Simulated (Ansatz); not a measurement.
A relaxation computed with Ansatz, from input to last step.

```yaml
crystal:
  lattice:
    - [7.6978735204, 0.0, 0.0]
    - [0.0, 2.787979636, 0.0]
    - [0.0, 0.0, 7.9950113026]
  atoms:
    - { symbol: Ti, position: [0.0296269841, 0.25, 0.6846647131] }
    - { symbol: Ti, position: [0.5296269841, 0.25, 0.8153352869] }
    - { symbol: Ti, position: [0.9703730159, 0.75, 0.3153352869] }
    - { symbol: Ti, position: [0.4703730159, 0.75, 0.1846647131] }
    - { symbol: Ti, position: [0.1965171537, 0.25, 0.0183304023] }
    - { symbol: Ti, position: [0.6965171537, 0.25, 0.4816695977] }
    - { symbol: Ti, position: [0.8034828463, 0.75, 0.9816695977] }
    - { symbol: Ti, position: [0.3034828463, 0.75, 0.5183304023] }
    - { symbol: O, position: [0.9425979516, 0.25, 0.1246457065] }
    - { symbol: O, position: [0.4425979516, 0.25, 0.3753542935] }
    - { symbol: O, position: [0.0574020484, 0.75, 0.8753542935] }
    - { symbol: O, position: [0.5574020484, 0.75, 0.6246457065] }
    - { symbol: O, position: [0.1209471108, 0.25, 0.4474495435] }
    - { symbol: O, position: [0.6209471108, 0.25, 0.0525504565] }
    - { symbol: O, position: [0.8790528892, 0.75, 0.5525504565] }
    - { symbol: O, position: [0.3790528892, 0.75, 0.9474495435] }
    - { symbol: O, position: [0.7924270141, 0.25, 0.8089421092] }
    - { symbol: O, position: [0.2924270141, 0.25, 0.6910578908] }
    - { symbol: O, position: [0.2075729859, 0.75, 0.1910578908] }
    - { symbol: O, position: [0.7075729859, 0.75, 0.3089421092] }
basis:
  ecutwfc: 420
kpoints:
  mp_grid: { grid: [6, 12, 6] }
hamiltonian:
  xc: pbesol
scf:
  occupations: { method: gaussian, width: 0.01 }
output:
  forces: true
  stress: true
  eigenvalues: true
relax:
  adjacent_minimum: "off"
  f_tol: 0.01
  max_steps: 30
  cell: { stress_tol: 0.1, fix: [volume] }
```

```bash
ansatz run input.yaml --threads 4 --pin off --max-ram 10240MiB --backend cpu --events-out ev --progress --plain --runs-dir out
```

Computed with DFT PBEsol, scalar-relativistic, plane waves, PAW (Ansatz).

The volume is held at 0.97 times that of the relaxed cell.

Of 5 frames 4 are shown, positions in Å and forces in eV/Å; the SCF threshold varies from step to step. Steps run on the plane waves of an earlier cell, with a Pulay correction in the pressure. The basis is chosen afresh for the last frame, the zero of the energies, and at times for earlier ones too; energy and pressure can step there, also at an unchanged geometry. Where two frames share a geometry here, they differ by under 2 meV/atom and 0.3 GPa.

```xyz
20
Lattice="7.6979 0.0000 0.0000 0.0000 2.7880 0.0000 0.0000 0.0000 7.9950" Properties=species:S:1:pos:R:3:forces:R:3 pbc="T T T" step=1 free_energy_over_end_meV_per_atom=0.52 pressure_GPa=9.10
Ti    0.2281    0.6970    5.4739   -0.0341    0.0000    0.0288
Ti    4.0770    0.6970    6.5186   -0.0341    0.0000   -0.0288
Ti    7.4698    2.0910    2.5211    0.0341    0.0000   -0.0288
Ti    3.6209    2.0910    1.4764    0.0341    0.0000    0.0288
Ti    1.5128    0.6970    0.1466    0.0022    0.0000   -0.1559
Ti    5.3617    0.6970    3.8510    0.0022    0.0000    0.1559
Ti    6.1851    2.0910    7.8485   -0.0022    0.0000    0.1559
Ti    2.3362    2.0910    4.1441   -0.0022    0.0000   -0.1559
O     7.2560    0.6970    0.9965   -0.0152    0.0000   -0.0088
O     3.4071    0.6970    3.0010   -0.0152    0.0000    0.0088
O     0.4419    2.0910    6.9985    0.0152    0.0000    0.0088
O     4.2908    2.0910    4.9940    0.0152    0.0000   -0.0088
O     0.9310    0.6970    3.5774    0.0013    0.0000   -0.1442
O     4.7800    0.6970    0.4201    0.0013    0.0000    0.1442
O     6.7668    2.0910    4.4176   -0.0013    0.0000    0.1442
O     2.9179    2.0910    7.5749   -0.0013    0.0000   -0.1442
O     6.1000    0.6970    6.4675    0.0350    0.0000   -0.2879
O     2.2511    0.6970    5.5250    0.0350    0.0000    0.2879
O     1.5979    2.0910    1.5275   -0.0350    0.0000    0.2879
O     5.4468    2.0910    2.4700   -0.0350    0.0000   -0.2879
20
Lattice="7.7092 0.0000 0.0000 0.0000 2.7884 0.0000 0.0000 0.0000 7.9820" Properties=species:S:1:pos:R:3:forces:R:3 pbc="T T T" step=2 free_energy_over_end_meV_per_atom=0.13 pressure_GPa=8.66
Ti    0.2298    0.6971    5.4653   -0.0390    0.0000    0.0241
Ti    4.0845    0.6971    6.5077   -0.0390    0.0000   -0.0241
Ti    7.4794    2.0913    2.5167    0.0390    0.0000   -0.0241
Ti    3.6248    2.0913    1.4743    0.0390    0.0000    0.0241
Ti    1.5162    0.6971    0.1483   -0.0033    0.0000   -0.1242
Ti    5.3708    0.6971    3.8427   -0.0033    0.0000    0.1242
Ti    6.1931    2.0913    7.8337    0.0033    0.0000    0.1242
Ti    2.3385    2.0913    4.1393    0.0033    0.0000   -0.1242
O     7.2665    0.6971    0.9924    0.0171    0.0000    0.0076
O     3.4119    0.6971    2.9986    0.0171    0.0000   -0.0076
O     0.4427    2.0913    6.9896   -0.0171    0.0000   -0.0076
O     4.2974    2.0913    4.9834   -0.0171    0.0000    0.0076
O     0.9338    0.6971    3.5667   -0.0170    0.0000   -0.0046
O     4.7884    0.6971    0.4243   -0.0170    0.0000    0.0046
O     6.7755    2.0913    4.4153    0.0170    0.0000    0.0046
O     2.9209    2.0913    7.5577    0.0170    0.0000   -0.0046
O     6.1084    0.6971    6.4459    0.0063    0.0000   -0.0964
O     2.2538    0.6971    5.5271    0.0063    0.0000    0.0964
O     1.6008    2.0913    1.5361   -0.0063    0.0000    0.0964
O     5.4555    2.0913    2.4549   -0.0063    0.0000   -0.0964
20
Lattice="7.7045 0.0000 0.0000 0.0000 2.7908 0.0000 0.0000 0.0000 7.9800" Properties=species:S:1:pos:R:3:forces:R:3 pbc="T T T" step=3 free_energy_over_end_meV_per_atom=0.01 pressure_GPa=8.49
Ti    0.2278    0.6977    5.4644   -0.0151    0.0000    0.0128
Ti    4.0801    0.6977    6.5056   -0.0151    0.0000   -0.0128
Ti    7.4766    2.0931    2.5156    0.0151    0.0000   -0.0128
Ti    3.6244    2.0931    1.4744    0.0151    0.0000    0.0128
Ti    1.5159    0.6977    0.1442   -0.0001    0.0000   -0.0283
Ti    5.3681    0.6977    3.8458   -0.0001    0.0000    0.0283
Ti    6.1886    2.0931    7.8358    0.0001    0.0000    0.0283
Ti    2.3364    2.0931    4.1342    0.0001    0.0000   -0.0283
O     7.2642    0.6977    0.9930    0.0032    0.0000   -0.0065
O     3.4119    0.6977    2.9970    0.0032    0.0000    0.0065
O     0.4403    2.0931    6.9870   -0.0032    0.0000    0.0065
O     4.2925    2.0931    4.9829   -0.0032    0.0000   -0.0065
O     0.9324    0.6977    3.5644   -0.0050    0.0000    0.0174
O     4.7846    0.6977    0.4255   -0.0050    0.0000   -0.0174
O     6.7721    2.0931    4.4155    0.0050    0.0000   -0.0174
O     2.9198    2.0931    7.5544    0.0050    0.0000    0.0174
O     6.1032    0.6977    6.4421    0.0005    0.0000   -0.0185
O     2.2510    0.6977    5.5278    0.0005    0.0000    0.0185
O     1.6012    2.0931    1.5379   -0.0005    0.0000    0.0185
O     5.4535    2.0931    2.4521   -0.0005    0.0000   -0.0185
20
Lattice="7.7044 0.0000 0.0000 0.0000 2.7909 0.0000 0.0000 0.0000 7.9800" Properties=species:S:1:pos:R:3:forces:R:3 pbc="T T T" step=5 free_energy_over_end_meV_per_atom=0.00 pressure_GPa=8.45
Ti    0.2266    0.6977    5.4653   -0.0030    0.0000    0.0039
Ti    4.0788    0.6977    6.5048   -0.0030    0.0000   -0.0039
Ti    7.4778    2.0931    2.5147    0.0030    0.0000   -0.0039
Ti    3.6256    2.0931    1.4753    0.0030    0.0000    0.0039
Ti    1.5163    0.6977    0.1435    0.0035    0.0000   -0.0023
Ti    5.3685    0.6977    3.8465    0.0035    0.0000    0.0023
Ti    6.1881    2.0931    7.8365   -0.0035    0.0000    0.0023
Ti    2.3359    2.0931    4.1335   -0.0035    0.0000   -0.0023
O     7.2649    0.6977    0.9922   -0.0020    0.0000   -0.0008
O     3.4127    0.6977    2.9978   -0.0020    0.0000    0.0008
O     0.4395    2.0931    6.9879    0.0020    0.0000    0.0008
O     4.2917    2.0931    4.9822    0.0020    0.0000   -0.0008
O     0.9320    0.6977    3.5655    0.0027    0.0000    0.0098
O     4.7841    0.6977    0.4245    0.0027    0.0000   -0.0098
O     6.7724    2.0931    4.4145   -0.0027    0.0000   -0.0098
O     2.9202    2.0931    7.5555   -0.0027    0.0000    0.0098
O     6.1022    0.6977    6.4410    0.0035    0.0000   -0.0025
O     2.2500    0.6977    5.5291    0.0035    0.0000    0.0025
O     1.6022    2.0931    1.5390   -0.0035    0.0000    0.0025
O     5.4544    2.0931    2.4510   -0.0035    0.0000   -0.0025
```

The run took 5.7 min on 4 threads of Intel(R) Xeon(R) Processor @ 2.50GHz (Skylake/Cascade Lake), on a shared host, peak memory 1.8 GiB.